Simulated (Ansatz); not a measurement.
MgCdTe$_{2}$:
```
MgCdTe2
1.0
   -3.19085     3.19085     6.39990
    3.19085    -3.19085     6.39990
    3.19085     3.19085    -6.39990
Mg Cd Te
2 2 4
Direct
  0.75000   0.25000   0.50000
  0.00000   0.00000   0.00000
  0.25000   0.75000   0.50000
  0.50000   0.50000   0.00000
  0.62808   0.62500   0.50308
  0.37500   0.87808   0.00308
  0.12192   0.12500   0.49692
  0.87500   0.37192   0.99692
```

Relaxed with LDA. Special points in fractions of this cell's reciprocal vectors: Γ (0.000, 0.000, 0.000); X (0.000, 0.000, 0.500); P (0.250, 0.250, 0.250); N (0.000, 0.500, 0.000); M (0.500, 0.500, -0.500); S (0.312, 0.688, -0.312); S0 (-0.312, 0.312, 0.312); R (-0.124, 0.124, 0.500); G (0.500, 0.500, -0.124).

### Question
List the band energies nearest the valence-band maximum at these points for the program Ansatz at the LDA level (PAW).

### Answer
In eV from the valence-band maximum; about four levels below and three above (degenerate sets whole), none deeper than 8.9 eV; points with the same levels are listed once.

```
k                         below                above
-  ----------------------------  -------------------
Γ  -1.61 -1.61 -0.01 -0.01 0.00       1.51 2.53 2.85
X       -0.62 -0.62 -0.54 -0.54  2.32 2.32 3.84 3.84
P       -0.68 -0.68 -0.57 -0.57  2.71 2.71 3.53 3.53
N       -1.32 -1.22 -0.79 -0.57       3.43 3.71 4.10
M       -0.94 -0.94 -0.92 -0.92  2.55 2.55 2.68 2.68
S       -1.23 -1.19 -0.60 -0.58       2.96 3.30 3.68
R       -0.72 -0.72 -0.65 -0.65  2.57 2.57 4.26 4.26
```

Space group I-42d (chalcopyrite). The first step of the workflow began from a Materials Project structure, measured or hypothetical; the Crystallography Open Database copy checked does not list it. Its standing as an ambient phase is unchecked. Symmetry was held in the LDA relaxation; of distortions, only those at the zone centre were tested. Spin–orbit coupling is left out wherever it is not named.

Potentials: the later of the program's two PAW sets.
